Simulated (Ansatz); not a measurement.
CdSe (zinc blende)

```
CELL_PARAMETERS angstrom
      0.00000     3.06683     3.06683
      3.06683     0.00000     3.06683
      3.06683     3.06683     0.00000
ATOMIC_POSITIONS crystal
  Se 0.25000 0.25000 0.25000
  Cd 0.00000 0.00000 0.00000
```

The volume is varied about the relaxed value V₀ at fixed cell shape. Symmetry pins the atoms to their sites.

Method: r2SCAN (plane waves to 500 eV, PAW, scalar-relativistic; Ansatz, a quantum-chemistry and plane-wave program). k mesh 10×10×10 (Γ-centred), Fermi-Dirac smearing 0.05 eV. The energy includes the smearing's −TS. Compression counts positive. CdSe was relaxed with its symmetry unable to fall. ΔE is measured from the relaxed starting cell.

```json
[
 {"V (Å³/atom)": "24.230", "ΔE (meV/atom)": "163.8"},
 {"V (Å³/atom)": "24.999", "ΔE (meV/atom)": "107.4"},
 {"V (Å³/atom)": "25.768", "ΔE (meV/atom)": "65.0"},
 {"V (Å³/atom)": "26.537", "ΔE (meV/atom)": "withheld"},
 {"V (Å³/atom)": "27.307", "ΔE (meV/atom)": "14.6"},
 {"V (Å³/atom)": "28.076", "ΔE (meV/atom)": "3.4"},
 {"V (Å³/atom)": "28.845", "ΔE (meV/atom)": "0.0"},
 {"V (Å³/atom)": "29.614", "ΔE (meV/atom)": "3.2"},
 {"V (Å³/atom)": "30.383", "ΔE (meV/atom)": "12.0"},
 {"V (Å³/atom)": "31.153", "ΔE (meV/atom)": "25.8"},
 {"V (Å³/atom)": "31.922", "ΔE (meV/atom)": "43.8"},
 {"V (Å³/atom)": "32.691", "ΔE (meV/atom)": "65.4"},
 {"V (Å³/atom)": "33.460", "ΔE (meV/atom)": "90.2"}
]
```

Problem. Fit a third-order Birch-Murnaghan form (E₀, V₀, B₀, B₀′ free) to the given rows and predict ΔE at V = 26.537.

Solution. Least squares on the 12 given rows: ΔE = E₀ + (9V₀B₀/16)·y²·[2 + (B₀′ − 4)y], y = (V₀/V)^(2/3) − 1, with V₀ = 28.844 Å³/atom, B₀ = 51.50 GPa (160.2 GPa = 1 eV/Å³; the term in eV is multiplied by 1000), B₀′ = 4.56, E₀ = 0.02 meV/atom; root-mean-square residual 0.04 meV/atom. At 26.537 the fit gives 34.6 meV/atom; the calculation gives 34.6 meV/atom, the same to the digits shown. For the pressure the fit gives 5.2 GPa against the computed 5.2 GPa.

(A scan under strain: stresses follow from slopes of the energy per volume, elastic moduli from its curvatures.)
